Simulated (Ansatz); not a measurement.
Values for one crystal, relaxed and computed with DFT-PBEsol in the program Ansatz with PAW potentials; other levels are named.

| Item | Value |
|---|---|
| Volume per atom | 22.72 Å³ |
| Band gap | 0.66 eV (direct) |
| Bulk modulus (Birch–Murnaghan fit) | 73.2 GPa |
| Electron effective mass with spin–orbit coupling | 0.070, 0.070, 0.11 mₑ (principal values) |
| Conduction-band minimum | at Γ |
| Formation energy from the elements (no fitted shifts) | -0.27 eV/atom |
| Electron effective mass | 0.070, 0.070, 0.11 mₑ (principal values) |

Problem. Which of these materials gives this?
A) WO3, P6/mmm (W on 3f, O on 6l, O on 3g)
B) CsI, CsCl type
C) InGaP2, R3m (In on 3a, Ga on 3a, P on 3a, P on 3a)
D) MnF2, rutile

Solution. C, InGaP2, R3m (In on 3a, Ga on 3a, P on 3a, P on 3a)

The workflow started from a Materials Project entry (that database holds measured and hypothetical structures alike); the Crystallography Open Database copy checked does not list it. With In and Ga taken as one species the cell has the higher symmetry F-43m, so it may be an ordered model of a mixed-site phase. Whether it is the stable phase at ambient conditions was not checked. The PBEsol relaxation kept the symmetry of its start; of distortions, only those at the zone centre were tested. The references are the lowest solids computed at this level, not always the standard phases. Scalar-relativistic: spin–orbit coupling is off unless named, which matters more the heavier the elements.

Potentials: the later of the program's two PAW sets.
